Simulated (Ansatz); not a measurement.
# ¹⁹⁷Au nuclear quadrupole resonance in MgAu4Se4Cl4O12

Cell: a computed structure from the Materials Project (it need not be an observed phase), taken as it stands.

```xyz
25
Lattice="4.9137 0.0000 0.0000 -0.0659 10.2423 0.0000 -0.7097 -2.2368 10.9758" Properties=species:S:1:pos:R:3 pbc="T T T"
Mg    1.6664    5.6904    9.2125
Se    1.0122    0.8741    3.0614
Se    3.4077    0.4852    9.8998
Se    0.6382    6.9640    1.1219
Se    3.8711    7.2310    7.7343
Au    4.7332    3.8127    1.9304
Au   -0.0312    9.9819    0.0675
Au    3.9225    3.9619    9.0391
Au    4.4410   -0.8329    5.4837
Cl    2.2078    4.0108    7.5016
Cl    1.2879    4.5753    3.5310
Cl    3.1609    7.5843    4.7261
Cl    0.7514    1.0068    6.1361
O     1.4025    0.1478    1.5211
O     0.5527    4.5736   10.4423
O     4.5895    1.9491    2.7151
O     4.3001    8.1470    0.8463
O     4.4102    5.6636    1.1337
O    -0.2055   -0.6944   10.3261
O     3.4411    3.1321    0.5050
O     0.5588    6.9453    8.1639
O    -0.0262   -0.4538    3.5567
O    -0.3780    1.6591    9.5327
O     3.0411    7.2614    9.3714
O     3.9438   -1.2849    7.4159
```

Atoms are numbered from 1 in the order listed; like atoms form one site, named after its first atom.

Computed with Ansatz: DFT, PBE, plane waves and PAW, scalar-relativistic, 420 eV cutoff, Γ-centred 6×3×3 k-points, Fermi–Dirac smearing 0.05 eV.

¹⁹⁷Au: I = 3/2, Q = 547.0 mb (year-2017 value). Static lattice, zero field.

(1) Predict the zero-field ¹⁹⁷Au lines of each site.

Answers

(1) For I = 3/2 there is one line, ν = (|C_Q|/2)(1 + η²/3)^½.

```json
{"site": "Au6", "atoms": "6", "V_zz (10²¹ V/m²)": "13.09", "C_Q (MHz)": "173", "η": "0.36", "line frequencies (MHz)": "88.5"}
{"site": "Au7", "atoms": "7", "V_zz (10²¹ V/m²)": "5.75", "C_Q (MHz)": "76.1", "η": "0.41", "line frequencies (MHz)": "39.1"}
{"site": "Au8", "atoms": "8", "V_zz (10²¹ V/m²)": "23.7", "C_Q (MHz)": "313", "η": "0.32", "line frequencies (MHz)": "159.1"}
{"site": "Au9", "atoms": "9", "V_zz (10²¹ V/m²)": "11.82", "C_Q (MHz)": "156", "η": "0.67", "line frequencies (MHz)": "83.9"}
```

At Au8 V_zz stands upright on the plane through its three neighbours (within 9°).

The largest force is 0.3 eV/Å, so the atoms aren't at the calculated equilibrium and relaxing them would move these values. Spin–orbit coupling is left out, which shifts gradients on Au by a few per cent in wide-gap crystals, and can shift them far more where the calculated gap is small or absent, as here.

Hardware: 2 threads of Intel Xeon Processor @ 2.50GHz (Skylake/Cascade Lake) (x86_64; 62 cores open to the job, memory cap 5.0 GiB, no GPU), a shared host with a load of 0.8 a core. Wall time 7 min, CPU time 13 min, peak memory 2.2 GiB.
